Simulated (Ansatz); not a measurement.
Polymorphs of Sn, each relaxed with DFT-PBE in the program Ansatz with PAW potentials:

A: simple hexagonal (P6/mmm)
a = 3.273 Å, b = 3.273 Å, c = 3.056 Å, α = 90.00°, β = 90.00°, γ = 120.00°

```tsv
atom	site	symmetry	x	y	z
Sn	1a	6/mmm	0.0000	0.0000	0.0000
```

B: diamond (Fd-3m)
a = b = c = 6.6560 Å, α = β = γ = 90.00°

```
atom  site  symmetry       x       y       z
----  ----  --------  ------  ------  ------
Sn      8a      -43m  0.0000  0.0000  0.0000
```

Question: Order them by energy per atom at 0 K (lowest first) at the level PBE.

Answer: B (+0 meV/atom), A (+42 meV/atom)

Not the usual ambient phase: A; B. All cells were relaxed under the symmetry of their starts (and spin orders); stability against distortions was not tested throughout. Spin–orbit coupling is left out wherever it is not named.

Energies hold the estimated change up to a 700 eV cutoff; steps of a few meV lie near the error of the meshes.

Potentials: the later of the program's two PAW sets.
